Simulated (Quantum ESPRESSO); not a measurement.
# One change at a time to Al3HfMg3Mo

Calculated results; nothing here was measured. They come from Quantum ESPRESSO 7.5, a public plane-wave density functional program. Each row is one single-point run on a made-up periodic cell of eight metal atoms, with elements, volume, strain and displacements drawn at random and not relaxed, so a cell may be unstable or far from any real phase. There is no spin polarisation or spin-orbit coupling.

Settings: PBE unless stated; PseudoDojo standard norm-conserving files; Fermi-Dirac width 0.25 eV, which means electrons at about 2900 K; cutoff 1143 eV; 5 x 4 x 4 k mesh shifted half a step off Gamma. E is the free energy of the whole cell (internal energy minus TS), so a -TS column is already part of it. Stress is positive in tension, and the pressure P is minus a third of its trace.

Checks: one run of this series was repeated at a higher cutoff and on a denser mesh, which moved values by no more than 0.005 eV, 0.09 GPa and 0.013 eV/Å, and a second program with other atomic files agreed on it to 2 % rms in force and 0.5 GPa in pressure. Known limits: heavy elements are run without spin-orbit coupling, which real alloys of them have; a spin test at this wide smearing found no moment, but such smearing suppresses magnetism that the real alloy may have.

The lattice is hexagonal close-packed, and the cell vectors in Å are (-0.055, 0.004, -4.820); (0.001, 5.452, -0.004); (6.063, 0.001, 0.070), a volume of 159.33 Å³ in run 1. The elements on sites 1 to 8 are Hf Al Mg Mo Al Al Mg Mg. Each later run makes one change to run 1 and keeps the rest. E is counted from run 1, and is n/a where other atomic files have another zero of energy.

| run | change | V (Å³) | P (GPa) | -TS (eV) | rms force (eV/Å) | largest change of a force component (eV/Å) | E (eV) |
|---|---|---|---|---|---|---|---|
| 1 | none | 159.33 | -4.99 | -1.188 | 0.575 | 0.000 | 0.000 |
| 2 | sites 1 and 8 exchanged | 159.33 | -5.43 | -1.072 | 0.482 | 1.098 | -0.546 |
| 3 | all lengths scaled by -0.71 % | 155.96 | -3.67 | -1.163 | 0.595 | 0.060 | -0.091 |
| 4 | PBEsol in place of PBE | 159.33 | -6.86 | -1.191 | 0.580 | 0.048 | n/a |
| 5 | Ga on site 3 | 159.33 | -7.20 | -1.158 | 0.497 | 0.431 | n/a |
| 6 | site 2 moved by +0.23 Å along z | 159.33 | -4.92 | -1.187 | 0.587 | 0.828 | ? |

## Worked estimate

Along the move dE = -F dx. The force on site 2 along z is 0.382 eV/Å in run 1 and -0.446 eV/Å in run 6, and the move is +0.23 Å, so the mean force times the move gives an estimate.

## Withheld value

Question: what E should run 6 give?

The estimate is 0.007 eV. The calculation gave 0.007 eV.
